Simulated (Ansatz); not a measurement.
CoP2:
```xyz
12
Lattice="5.5194 0.0000 0.0000 0.0000 5.5232 0.0000 -2.3021 0.0000 5.0896" Properties=species:S:1:pos:R:3 pbc="T T T"
Co    -0.3118     2.7516     4.0093
Co     3.5291     2.7716     1.0803
Co     2.3780     5.5132     3.6251
Co     0.8392     0.0100     1.4645
P     -1.1269     4.8260     4.4143
P      4.3441     0.6972     0.6753
P      3.1931     2.0644     3.2201
P      0.0242     3.4588     1.8695
P      1.4562     2.0547     0.9230
P      1.7610     3.4685     4.1666
P      2.9121     4.8163     1.6218
P      0.3052     0.7069     3.4678
```

Cartesian axes are those of the cell as given.

Problem. Give the high-frequency dielectric tensor and the Born effective charge tensors of the independent atoms from DFPT, r²SCAN in the plane-wave PAW code Ansatz.

Solution. 
ε∞:
```
21.5  0.00  0.86
0.00  20.4  0.00
0.86  0.00  21.5
```
Z* of atom 1 (Co), rows: field, columns: displacement, in e:
```
-5.05  -0.09  -0.61
-0.45  -4.65   0.32
-0.16   0.15  -5.65
```
Z* of atom 5 (P), rows: field, columns: displacement, in e:
```
 1.94   0.03   0.64
 0.04   2.23  -0.25
-0.10   0.05   2.67
```
Z* of atom 9 (P), rows: field, columns: displacement, in e:
```
 3.11  -0.02  -0.03
 0.09   2.41  -0.16
 0.26  -0.16   2.98
```

Static charges for comparison (Bader): Co1 +0.19, P5 -0.11, P9 -0.09 e. Born charges measure polarisation by displacement and can exceed these by far.

Space group P2_1/c. The first step of the workflow began from a Materials Project structure, measured or hypothetical; the Crystallography Open Database copy checked does not list it. Its standing as an ambient phase is unchecked. Symmetry was held in the r²SCAN relaxation; whether a distortion lowers the energy is not shown. The run is not spin-polarised.

Potentials: the later of the program's two PAW sets.
